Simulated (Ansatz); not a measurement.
## PW: computed property card

PW:
```xyz
8
Lattice="5.7387 0.0000 0.0000 0.0000 3.2665 0.0000 0.0000 0.0000 6.2052" Properties=species:S:1:pos:R:3 pbc="T T T"
P      1.8065     2.4499     3.5206
P      3.9322     0.8166     2.6846
P      1.0628     0.8166     0.4180
P      4.6759     2.4499     5.7872
W      5.6582     2.4499     1.9401
W      0.0805     0.8166     4.2651
W      2.9499     0.8166     5.0428
W      2.7888     2.4499     1.1625
```

Space group Pnma (No. 62); conventional cell a = 5.7387 Å, b = 3.2665 Å, c = 6.2052 Å, α = β = γ = 90.00°.

Method: plane-wave PAW r²SCAN (Ansatz code). The cell and atoms are relaxed at this level. Other levels are named where they apply.

**Cell and energy**

```yaml
volume_per_atom: 14.54 Å³
density: 12.27 g/cm³
Formation energy from the elements (no fitted shifts): -0.40 eV/atom
```

**Electronic structure**

```yaml
electronic_character: metallic (no gap)
Density of states at the Fermi level: 0.38 states/eV per atom (mean over ±0.08 eV)
Gap with spin–orbit coupling: none (metallic)
```

**Mechanics**

```yaml
Bulk modulus (Birch–Murnaghan fit): 220 GPa
Pressure derivative B′: 4.9
Elastic constants (relaxed ions, GPa): C11 = 340, C22 = 325, C33 = 476, C12 = 121, C13 = 206, C23 = 159, C44 = 102, C55 = 184, C66 = 161
mechanical_stability: stable (all eigenvalues of C positive)
hill_bulk_and_shear_moduli: 228 and 128 GPa
Young's modulus: 324 GPa
Poisson's ratio: 0.26
debye_temperature_from_the_elastic_constants: 439 K
```

**Phonons**

```yaml
highest_zone_centre_frequency: 425 cm^-1
zone_centre_stability: no imaginary mode at Γ
```

**Charges**

```yaml
bader_charges: P -0.92, W +0.92 e
```

The workflow started from a Materials Project entry (that database holds measured and hypothetical structures alike); the Crystallography Open Database files this formula in space group No. 62, but the cells were not matched. Its standing as an ambient phase is unchecked. Symmetry was held in the r²SCAN relaxation. No spin polarisation was allowed. As this level gives no gap, shear constants depend on the k-mesh and smearing (Fermi–Dirac, 0.1 eV here). As this level gives no gap, phonon frequencies hold no LO–TO term and depend on the k-mesh and smearing (Fermi–Dirac, 0.1 eV here). The references are the lowest solids computed at this level, not always the standard phases. Scalar-relativistic: spin–orbit coupling is off unless named, which matters more the heavier the elements.

Potentials: the later of the program's two PAW sets.
